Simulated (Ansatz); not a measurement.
CdSe (wurtzite)

```
CdSe
1.0
    4.38279     0.00000     0.00000
   -2.19140     3.79561     0.00000
    0.00000     0.00000     7.15602
Cd Se
2 2
Direct
  0.66667   0.33333   0.00043
  0.33333   0.66667   0.50043
  0.66667   0.33333   0.62477
  0.33333   0.66667   0.12477
```

Equation-of-state scan: isotropic scaling of the cell above, V₀ being its volume. The atoms relax within the cell's symmetry.

Method: PBE (plane waves to 420 eV, PAW, scalar-relativistic; Ansatz, a first-principles code). k mesh 9×9×5 (Γ-centred), Fermi-Dirac smearing 0.05 eV. E stands for the smeared free energy. Stress and pressure are positive under compression. With the shape held, the modulus is that of even scaling; a crystal free to change shape is softer. CdSe was relaxed with its symmetry unable to fall. The zero of ΔE is the relaxed starting cell.

| V (Å³/atom) | ΔE (meV/atom) |
|---|---|
| 27.975 | 16.7 |
| 28.332 | 10.4 |
| 28.689 | 5.7 |
| 29.046 | 2.5 |
| 29.404 | 0.6 |
| 29.761 | 0.0 |
| 30.118 | 0.6 |
| 30.475 | 2.3 |
| 30.832 | 5.1 |
| 31.189 | withheld |
| 31.546 | 13.4 |

Fit a third-order Birch-Murnaghan form (E₀, V₀, B₀, B₀′ free) to the given rows and predict ΔE at V = 31.189.

Least squares on the 10 given rows: ΔE = E₀ + (9V₀B₀/16)·y²·[2 + (B₀′ − 4)y], y = (V₀/V)^(2/3) − 1, with V₀ = 29.755 Å³/atom, B₀ = 44.58 GPa (160.2 GPa = 1 eV/Å³; the term in eV is multiplied by 1000), B₀′ = 4.78, E₀ = 0.01 meV/atom; root-mean-square residual 0.02 meV/atom. At 31.189 the fit gives 8.8 meV/atom; the calculation gives 8.8 meV/atom, the same to the digits shown. For the pressure the fit gives -1.88 GPa against the computed -1.88 GPa.

(A scan under strain: stresses follow from slopes of the energy per volume, elastic moduli from its curvatures.)
